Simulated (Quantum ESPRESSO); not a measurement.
```
CELL_PARAMETERS angstrom
      2.88650     1.66652     4.70364
     -2.88650     1.66652     4.70364
      0.00000    -3.33305     4.70364
ATOMIC_POSITIONS crystal
  Se 0.00000 0.00000 0.00000
  Cs 0.74969 0.74969 0.74969
  Cs 0.25031 0.25031 0.25031
```

The PBEsol cell relaxed from Materials Project entry mp-1011695 was given an isotropic strain of -1.5 % on all lattice vectors, and the atoms were relaxed again.

**Question.** What does PBEsol (pw.x of Quantum ESPRESSO, ONCV potentials, without SOC) give for the electronic structure near the Fermi level?

**Answer.** The PBEsol gap is indirect, 1.93 eV, from F to Γ; the smallest direct gap is 2.61 eV. Spin-orbit splittings are left out.

The structure is a Materials Project entry; no match was found in the copy of COD used, and its stability was not checked.
